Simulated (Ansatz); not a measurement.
Input file for Ansatz (a quantum-chemistry and plane-wave program):

Ansatz 0.2 input:
```yaml
crystal:
  lattice:
    - [0.0, 2.7799639516, 2.7799639516]
    - [2.7799639516, 0.0, 2.7799639516]
    - [2.7799639516, 2.7799639516, 0.0]
  atoms:
    - { symbol: Ge, position: [0.0, 0.0, 0.0] }
    - { symbol: Se, position: [0.5, 0.5, 0.5] }
kpoints:
  mp_grid: { grid: [9, 9, 9] }
  band_path:
    path:
      - [[0.0, 0.0, 0.0], [0.5, 0.0, 0.5], [0.625, 0.25, 0.625]]  # Γ-X-U
      - [[0.375, 0.375, 0.75], [0.0, 0.0, 0.0], [0.5, 0.5, 0.5], [0.5, 0.25, 0.75], [0.5, 0.0, 0.5]]  # K-Γ-L-W-X
    npoints: 12
basis: { xc_grid: 2 }
hamiltonian:
  xc: pbesol
  pseudopotentials: { azcp: { folder: ./paw }, kind: paw_fr }
magnetization: { noncollinear: true, spin_orbit: true }
scf:
  n_extra_bands: 12
  convergence: { dr2_threshold: 0.0000000001 }
  occupations: { method: gaussian, width: 0.05 }
output: { eigenvalues: true }
```

Output (shortened):

```
Pseudopotentials: kind: paw_fr
Pseudopotential: Ge, paw, valence charge 14
Pseudopotential: Se, paw, valence charge 16
Functional definition: PBEsol
non-collinear run that drives no moment, with spin-orbit …
Crystal: 2 atoms, lattice volume = 42.968 Å³
Basis set: ecut = 420 eV, 869 PW (Γ), exchange–correlation on 54×54×54 points (8 copies of the dense FFT grid, shifted against one another)
Bands: 42, of which v1, the nominal top of the filled ones, is band 30 counted from 1 (29 counted from 0)
Symmetry: 48 space group operations + 48 with time reversal
k-points: 35 of 729
Projection manifold: j_resolved (fully-relativistic pseudo-atomic orbitals)
PAW frozen core: Ge, regenerated for the run's functional, and the local potential with it
PAW frozen core: Se, regenerated for the run's functional, and the local potential with it
Initial density: superposition of atomic densities (chi_scale 0.1, normalization cell, long waves kept (reshape's long-wave potential 0.00 eV rms))
Initial wavefunctions: pseudopotential atomic-orbital guess
Eigensolver: davidson
Functional: x = pbesol(κ = 0.804, μ = 0.12345679012345678), c = pbesol(β = 0.046)
SCF iter   1: F=—  HF=-9678.614011 eV  |F-HF|=—  |Δ(HF+E_count)|=         —  Δρ=2.98e-2  dr2=4.44e-1  dr2_m=0.00e0 (ungated)  ethr=3.10e-3  |M|=0.00e0 ∫|m|=0.00e0 μB  |m|>n=0.0e0 m-floor=0.0e0 τ_xc=0.0e0  β_m=0.30  ⟨swp⟩=7.4  Hψ=4095  notcnv=0  defer=18
all-band conjugate gradients solve this SCF's bands
preconditioner: auto → none
SCF iter   2: F=—  HF=-9678.475755 eV  |F-HF|=—  |Δ(HF+E_count)|=   1.38e-1  Δρ=1.58e-2  dr2=6.93e-2  dr2_m=0.00e0 (ungated)  ethr=1.48e-3  |M|=0.00e0 ∫|m|=0.00e0 μB  |m|>n=0.0e0 m-floor=0.0e0 τ_xc=0.0e0  β_m=0.37  ⟨swp⟩=2.7  Hψ=1090  notcnv=0  defer=182
SCF iter   3: F=—  HF=-9678.455749 eV  |F-HF|=—  |Δ(HF+E_count)|=   2.00e-2  Δρ=7.64e-3  dr2=1.49e-2  dr2_m=0.00e0 (ungated)  ethr=2.31e-4  |M|=0.00e0 ∫|m|=0.00e0 μB  |m|>n=0.0e0 m-floor=0.0e0 τ_xc=0.0e0  β_m=0.55  ⟨swp⟩=2.3  Hψ=831  notcnv=0  defer=182
SCF iter   4: F=—  HF=-9678.452447 eV  |F-HF|=—  |Δ(HF+E_count)|=   3.30e-3  Δρ=6.28e-4  dr2=8.34e-5  dr2_m=0.00e0 (ungated)  ethr=4.98e-5  |M|=0.00e0 ∫|m|=0.00e0 μB  |m|>n=0.0e0 m-floor=0.0e0 τ_xc=0.0e0  β_m=0.66  ⟨swp⟩=3.0  Hψ=1282  notcnv=0  defer=182
SCF iter   5: F=—  HF=-9678.452562 eV  |F-HF|=—  |Δ(HF+E_count)|=   1.14e-4  Δρ=1.07e-4  dr2=2.22e-6  dr2_m=0.00e0 (ungated)  ethr=2.78e-7  |M|=0.00e0 ∫|m|=0.00e0 μB  |m|>n=0.0e0 m-floor=0.0e0 τ_xc=0.0e0  β_m=0.69  ⟨swp⟩=2.5  Hψ=1149  notcnv=0  defer=182
SCF iter   6: F=—  HF=-9678.452564 eV  |F-HF|=—  |Δ(HF+E_count)|=   2.44e-6  Δρ=2.14e-5  dr2=1.62e-7  dr2_m=0.00e0 (ungated)  ethr=7.38e-9  |M|=0.00e0 ∫|m|=0.00e0 μB  |m|>n=0.0e0 m-floor=0.0e0 τ_xc=0.0e0  β_m=0.60  ⟨swp⟩=2.0  Hψ=1172  notcnv=0  defer=182
SCF iter   7: F=—  HF=-9678.452564 eV  |F-HF|=—  |Δ(HF+E_count)|=   1.81e-7  Δρ=7.15e-6  dr2=2.40e-8  dr2_m=0.00e0 (ungated)  ethr=5.40e-10  |M|=0.00e0 ∫|m|=0.00e0 μB  |m|>n=0.0e0 m-floor=0.0e0 τ_xc=0.0e0  β_m=0.76  ⟨swp⟩=2.0  Hψ=1169  notcnv=0  defer=182
SCF iter   8: F=—  HF=-9678.452564 eV  |F-HF|=—  |Δ(HF+E_count)|=   8.24e-9  Δρ=8.85e-7  dr2=1.98e-10  dr2_m=0.00e0 (ungated)  ethr=7.99e-11  |M|=0.00e0 ∫|m|=0.00e0 μB  |m|>n=0.0e0 m-floor=0.0e0 τ_xc=0.0e0  β_m=0.74  ⟨swp⟩=2.0  Hψ=994  notcnv=0  defer=182
SCF iter   9: F=-9678.452564 eV  HF=-9678.452564 eV  |F-HF|=5.46e-12  |Δ(HF+E_count)|=  4.17e-10  Δρ=1.66e-7  dr2=4.18e-12  dr2_m=0.00e0 (ungated)  ethr=1.00e-12  |M|=0.00e0 ∫|m|=0.00e0 μB  |m|>n=0.0e0 m-floor=0.0e0 τ_xc=0.0e0  ⟨swp⟩=9.2  Hψ=2977  notcnv=0
SCF 1 converged in 9 iterations: F = -9678.452564 eV  dr2 = 4.18e-12
NSCF: frozen V_eff on 74 k-points
SCF converged after 9 iterations
Magnetization: |M| = 0.0000 μB,  M = (+0.0000, +0.0000, +0.0000) μB
Absolute magnetization: 0.0000 μB (∫|m|)
  site 0: m = (+0.0000, +0.0000, +0.0000) μB, |m| = 0.0000 μB  (R = 1.15 Å)
  site 1: m = (+0.0000, +0.0000, +0.0000) μB, |m| = 0.0000 μB  (R = 1.15 Å)
Free energy (F): -9678.452564 eV
Harris-Foulkes:  -9678.452564 eV  (|F-HF|=5.46e-12)
Internal energy: -9678.452564 eV  (E = F + TS)
E sigma→0 (E₀):  -9678.452564 eV
Fermi energy:    9.879775 eV
--- Per-component energies (eV) ---
  E_band       = -503.680366
  E_kinetic    = 202.051690
  E_local      = -4496.553701  (includes V_loc(G=0)·N_el)
  E_nonlocal   = -138.236539
  E_hartree    = 2277.168830
  E_xc         = -156.476179
  E_vxc        = -156.220260  (∫ρ·V_xc dr)
  E_paw        = -4052.547501  (= ΣΔE_a)
  E_vpaw       = -469.058854  (= ΣTr[D̂ρ^β])
  E_aug_tail   = -0.000385  (compensation charges beyond the density's cutoff)
  E_ewald      = -3315.791852
  E_core_change = 1.933075  (= ΣΔE_core)
  E_smearing   =  0.000000  (= −TS)
  E_closure    = 0.000000  (closes the sum)
  Σ components = -9678.452564   (vs F -9678.452564, Δ=0.00e0)
  [band-id]    e_kinetic+e_local+e_nonlocal+2·e_hartree+e_vxc+e_vpaw+e_augmentation_tail = -503.680390   (vs E_band -503.680366, Δ=-2.36e-5)
--- Band table (eV; the first three rows and the last of 35) ---
  k-point 0: bands = ["-38.9604", "-38.9604", "-38.9604", "-38.9604", "-38.0664", "-38.0664", "-38.0664", "-38.0664", "-38.0652", "-38.0652", "-15.6945", "-15.6945", "-15.6945", "-15.6945", "-15.1110", "-15.1110", "-15.1110", "-15.1110", "-15.1088", "-15.1088", "-5.4115", "-5.4115", "4.4131", "4.4131", "7.1018", "7.1018", "7.5023", "7.5023", "7.5023", "7.5023", "13.6638", "13.6638", "14.0671", "14.0671", "14.0671", "14.0671", "15.6308", "15.6308", "15.6308", "15.6308", "15.6521", "15.6521"]
  k-point 1: bands = ["-38.9604", "-38.9604", "-38.9604", "-38.9604", "-38.0664", "-38.0664", "-38.0663", "-38.0663", "-38.0652", "-38.0652", "-15.6945", "-15.6945", "-15.6942", "-15.6942", "-15.1114", "-15.1114", "-15.1107", "-15.1107", "-15.1085", "-15.1085", "-5.2833", "-5.2833", "3.7306", "3.7306", "7.1945", "7.1945", "7.5060", "7.5060", "7.8735", "7.8735", "13.0153", "13.0153", "13.3420", "13.3420", "13.3715", "13.3715", "15.6325", "15.6325", "15.9785", "15.9785", "15.9877", "15.9877"]
  k-point 2: bands = ["-38.9604", "-38.9604", "-38.9603", "-38.9603", "-38.0664", "-38.0664", "-38.0663", "-38.0663", "-38.0651", "-38.0651", "-15.6947", "-15.6947", "-15.6935", "-15.6935", "-15.1123", "-15.1123", "-15.1099", "-15.1099", "-15.1074", "-15.1074", "-4.9168", "-4.9168", "2.4052", "2.4052", "7.2591", "7.2591", "7.5372", "7.5372", "8.5451", "8.5451", "11.8678", "11.8678", "12.1256", "12.1256", "12.1811", "12.1811", "15.9876", "15.9876", "16.9352", "16.9352", "16.9356", "16.9356"]
  k-point 34: bands = ["-38.9603", "-38.9603", "-38.9602", "-38.9602", "-38.0663", "-38.0663", "-38.0662", "-38.0662", "-38.0649", "-38.0649", "-15.6942", "-15.6942", "-15.6929", "-15.6929", "-15.1139", "-15.1139", "-15.1099", "-15.1099", "-15.1041", "-15.1041", "-3.4238", "-3.4238", "1.2114", "1.2114", "4.1408", "4.1408", "4.2792", "4.2792", "8.6471", "8.6471", "11.0132", "11.0132", "14.8875", "14.8875", "15.4219", "15.4219", "16.6246", "16.6246", "17.5563", "17.5563", "22.4368", "22.4368"]
  band table: 42 of 42 bands, residual norms ≤ 1.0e-3 eV
```

Cost: roughly 27 core-seconds on shared cores.

Space group Fm-3m (rock salt). The workflow started from a Materials Project entry (that database holds measured and hypothetical structures alike); the Crystallography Open Database copy checked does not list it. It is not the phase usual at ambient conditions (space group No. 62). The cell was relaxed with PBEsol under the symmetry of its start. At this level the phase is dynamically unstable (imaginary phonons).

Potentials: the earlier of the program's two PAW sets.

Ansatz is a plane-wave DFT program.
